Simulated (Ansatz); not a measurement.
Ca$_{2}$TeP: relaxation (Ansatz)

The input file (Ansatz 0.2.0, plane waves):

```yaml
crystal:
  lattice:
    - [2.110166, 3.654911, 0.0]
    - [-2.110166, 3.654911, 0.0]
    - [-2.110166, 1.218301, 7.131469]
  atoms:
    - { symbol: P, position: [0.5, 0.0, 0.5] }
    - { symbol: Te, position: [0.0, 0.0, 0.0] }
    - { symbol: Ca, position: [0.2313, 0.5374, 0.6939] }
    - { symbol: Ca, position: [0.7687, 0.4626, 0.3061] }
  symmetry: { tolerance: 0.0003 }
kpoints:
  mp_grid: { grid: [5, 5, 5], shift: [0, 0, 0] }
magnetization:
  spin_polarized: false
scf:
  occupations: { method: methfessel_paxton, width: 0.1137 }
hamiltonian:
  pseudopotentials: { kind: paw }
  xc: pbe
basis:
  ecutwfc: "450 eV"
output:
  forces: true
  stress: true
  eigenvalues: true
relax:
  max_steps: 40
  cell: {}
```

The command:

```bash
ansatz run input.yaml --threads 1 --pin off --max-ram 2560MiB --backend cpu --events-out ev --progress --plain --runs-dir out
```

Origin of the cell: a known structure type with other elements, at an estimated volume, so it need not be a known compound.

Output (shortened):

```
Warning: crystal.lattice misses the space group found at crystal.symmetry.tolerance 3.0e-4 in a digit that the deck types, which is why this is a warning: making the lattice exact moves one o […]
Pseudopotentials: kind: paw
Pseudopotential: P, paw, valence charge 5, recommended cutoff 420 eV (normal), P.paw.azcp
Pseudopotential: Te, paw, valence charge 16, recommended cutoff 420 eV (normal), Te.paw.azcp
Pseudopotential: Ca, paw, valence charge 10, recommended cutoff 420 eV (normal), Ca.paw.azcp
Functional definition: PBE
  exchange = pbe_x(kappa = kappa, mu = beta*pi^2/3)
  correlation = pbe_c(beta = beta)
Crystal: 4 atoms, lattice volume = 110.002 Å³
Basis set: ecut = 450 eV, 2395 PW (Γ), exchange–correlation on 60×60×108 points (8 copies of the dense FFT grid, shifted against one another)
Bands: 25, of which v1, the nominal top of the filled ones, is band 21 counted from 1 (20 counted from 0)
Symmetry: 12 space group operations
[… 8 lines left out …]
Initial density: superposition of atomic densities (neutral atoms: chi_scale 0, normalization atom), corrected by the library's trained network
Functional: x = pbe(κ = 0.804, μ = 0.219515), c = pbe(β = 0.066725)
SCF iter   1: F=—  HF=-11373.806974 eV  Δρ=2.09e-3  dr2=2.47e-2
SCF iter   2: F=—  HF=-11373.805304 eV  S|Δr|=    0.00e0  Δρ=8.39e-4  dr2=2.03e-3  defer=1
SCF iter   3: F=—  HF=-11373.805282 eV  S|Δr|=    0.00e0  Δρ=2.90e-4  dr2=1.53e-4  defer=1
SCF iter   4: F=—  HF=-11373.805347 eV  S|Δr|=    0.00e0  Δρ=9.10e-5  dr2=1.05e-5  defer=1
SCF iter   5: F=—  HF=-11373.805353 eV  S|Δr|=    0.00e0  Δρ=2.28e-5  dr2=1.43e-6  defer=1
SCF iter   6: F=-11373.805354 eV  HF=-11373.805354 eV  S|Δr|=    0.00e0  Δρ=4.70e-6  dr2=4.07e-8
relax step   1: F+E_penalty+E_count = -11373.805354 eV  Δ(F+E_penalty+E_count) = +0.000e0 eV  max|allowed force component| = 8.734e-1 eV/Å  Δτ_max = 0.0000 Å  P = +2.491 GPa  Ω = 110.002 Å³ […]
relax step   2: F+E_penalty+E_count = -11373.993609 eV  Δ(F+E_penalty+E_count) = -1.883e-1 eV  max|allowed force component| = 5.337e-3 eV/Å  Δτ_max = 0.1955 Å  P = -0.556 GPa  Ω = 115.540 Å³ […]
relax step   3: F+E_penalty+E_count = -11373.997413 eV  Δ(F+E_penalty+E_count) = -3.804e-3 eV  max|allowed force component| = 1.645e-2 eV/Å  Δτ_max = 0.0041 Å  P = +0.023 GPa  Ω = 113.934 Å³ […]
relax step   4: F+E_penalty+E_count = -11373.998293 eV  Δ(F+E_penalty+E_count) = -8.797e-4 eV  max|allowed force component| = 9.129e-3 eV/Å  Δτ_max = 0.0047 Å  P = +0.077 GPa  Ω = 113.807 Å³ […]
relax step   5: F+E_penalty+E_count = -11373.998398 eV  Δ(F+E_penalty+E_count) = -1.054e-4 eV  max|allowed force component| = 6.073e-3 eV/Å  Δτ_max = 0.0016 Å  P = +0.023 GPa  Ω = 113.958 Å³ […]
relax step   6: F+E_penalty+E_count = -11373.998620 eV  Δ(F+E_penalty+E_count) = -2.224e-4 eV  max|allowed force component| = 6.030e-3 eV/Å  Δτ_max = 0.0000 Å  P = +0.025 GPa  Ω = 113.958 Å³  stress off target by 3.70e-2 GPa […]
SCF 6 converged in 5 iterations: F = -11373.998620 eV  dr2 = 1.19e-11
basis re-selected at this cell: Δ(F+E_penalty+E_count) = -2.224e-4 eV, ΔP = +0.002 GPa vs the last step (what re-selecting the basis moved, of the pressure what is left beyond the Pulay corre […]
SCF converged after 5 iterations
Stability not checked: this state was not tested for a lower state beside it, because cold or Methfessel-Paxton smearing, or corrected tetrahedra, fill the levels in a way that the test cannot read (fill_not_monotonic; […]
Free energy (F): -11373.998620 eV
Harris-Foulkes:  -11373.998620 eV  (|F-HF|=2.36e-11)
Internal energy: -11374.003867 eV  (E = F + TS)
E sigma→0 (E₀):  -11373.999932 eV
Entropy (-TS):   0.005247 eV (1.312 meV/atom)
Fermi energy:    6.212350 eV
--- Per-component energies (eV) ---
  E_band       = -554.269475
  E_kinetic    = 806.361214
  E_local      = -3039.960709  (includes V_loc(G=0)·N_el)
  E_nonlocal   = -148.854980
  E_hartree    = 1426.792991
  E_xc         = -460.727429
  E_vxc        = -507.909757  (∫ρ·V_xc dr)
  E_paw        = -6948.871299  (= ΣΔE_a)
  E_vpaw       = -517.491301  (= ΣTr[D̂ρ^β])
  E_aug_tail   = -0.000025  (compensation charges beyond the density's cutoff)
  E_ewald      = -3008.743630
  E_smearing   = 0.005247  (= −TS)
  Σ components = -11373.998620   (vs F -11373.998620, Δ=0.00e0)
--- Forces (eV/Å), atoms counted from 1 ---
  atom   1  P     -0.000000     0.000000     0.000000
  atom   2  Te     0.000000     0.000000     0.000000
  atom   3  Ca    -0.000000    -0.000000     0.006030
  atom   4  Ca     0.000000     0.000000    -0.006030
  max |Σ_I F_I| component: 9.25e-18 eV/Å
--- Stress (GPa, compression-positive) ---
        0.018394      -0.000000       0.000000
        0.000000       0.018394      -0.000000
        0.000000      -0.000000       0.036956
  P = ⅓ Tr σ = 0.0246 GPa (0.246 kbar)
--- Relaxed structure (5 steps of the walk, 5 accepted, 1 SCFs on fresh bases) ---
  F+E_penalty+E_count = -11373.998620 eV   max|allowed force component| = 6.030e-3 eV/Å   (the final SCF, on the basis selected at the relaxed cell)
  cell:  # Å, volume = 113.9575 Å³
    - [2.131942, 3.692633, 6.903e-7]
    - [-2.131942, 3.692633, 6.903e-7]
    - [-2.131942, 1.230876, 7.237714]
  atoms:
    - { symbol: P, position: [0.5, 5.551e-17, 0.5] }
    - { symbol: Te, position: [0.0, 0.0, 0.0] }
    - { symbol: Ca, position: [0.240482, 0.519035, 0.721447] }
    - { symbol: Ca, position: [0.759518, 0.480965, 0.278553] }
```

Caveats: no moments, though an odd count or open d shells may carry them; no spin-orbit coupling, though heavy elements are present; the k mesh is coarse if the cell is a metal; the relaxation held the start's symmetry, so the end may be a saddle point.

Time: 48 s on 1 thread of Arm Neoverse N1, on a shared host, peak memory 0.4 GiB, from the program's own first density.
